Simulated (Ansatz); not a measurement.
Input:

MgO:
```xyz
2
Lattice="0.0000 2.0971 2.0971 2.0971 0.0000 2.0971 2.0971 2.0971 0.0000" Properties=species:S:1:pos:R:3 pbc="T T T"
Mg     2.0971     2.0971     2.0971
O      0.0000     0.0000     0.0000
```

This is the r²SCAN+D4-relaxed structure.

Q: All from r²SCAN+D4 (plane waves, PAW; program Ansatz), unless another level is named. Give the hole effective mass, band 1 of 3 at the edge.

A: 2.1 along [100], 5.2 along [110], 3.5 along [111] (mₑ).

Q: And the formation energy from the elements (no fitted shifts)?

A: -2.98 eV/atom.

Q: What about the hole effective mass, band 3 of 3 at the edge?

A: 0.42 along [100], 0.37 along [110], 0.36 along [111] (mₑ).

Q: And the valence-band maximum?

A: at Γ.

Q: Next, the weight of the conduction-edge state by species (Voronoi cells)?

A: Mg 50 %, O 50 %.

Space group Fm-3m (rock salt). The cell was relaxed with r²SCAN+D4 under the symmetry of its start. The volume moved by -41 % from the start of the relaxation. The references are the lowest solids computed at this level, not always the standard phases (solids in place of the gases).

Potentials: the later of the program's two PAW sets.

Edges and masses are those of Kohn–Sham bands, whose gap is no quasiparticle gap.
